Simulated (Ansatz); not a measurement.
## ZnS: pressure against volume

ZnS, P6_3mc, a = 3.847 Å, c = 18.873 Å. The compound has several low-lying forms, and this is one of them. Ansatz: PBE, PAW, 420 eV, Γ-centred 12×12×2 mesh on 12 atoms, Gaussian smearing 0.02 eV; no spin polarisation. Shape and atoms are relaxed at each volume; pressure is positive in compression.

| V (Å³/atom) | P (GPa) |
| --- | --- |
| 17.739 | 11.84 |
| 18.344 | 8.12 |
| 18.948 | 4.98 |
| 19.553 | ? |
| 20.158 | 0.04 |
| 20.763 | -1.89 |
| 21.367 | -3.52 |
| 22.174 | -5.32 |

Question: Take V0 = 20.158 Å³/atom, count pressures from its P0 = 0.04 GPa, fit the third-order Birch–Murnaghan form to the other rows, and predict the missing pressure.

Answer: With the Eulerian strain f = ½[(V0/V)^(2/3) − 1] and y = (P − P0)/[3f(1 + 2f)^(5/2)], the form is the line y = B0 + 1.5 B0 (B0′ − 4) f. Rows (f, y): 0.04448, 71.5; 0.03244, 71.0; 0.02107, 70.5; -0.00976, 69.2; -0.01904, 68.7; -0.03078, 68.0. Means f = 0.006402, y = 69.817; Σ(Δf)² = 0.004634, ΣΔfΔy = 0.2109; the slope is their ratio. y = 69.53 + 45.50 f GPa, so B0 = 69.5 GPa and B0′ = 4 + 2 × (45.50)/(3 × 69.53) = 4.44. At V = 19.553, f = 0.01026, y = 70.00 and P = 2.31 GPa. The run gave 2.31 GPa, the same to the digits shown.

Cost: 8 runs of about 34 core-minutes in all, on Intel Xeon Processor @ 2.50GHz (Skylake/Cascade Lake) (shared hosts).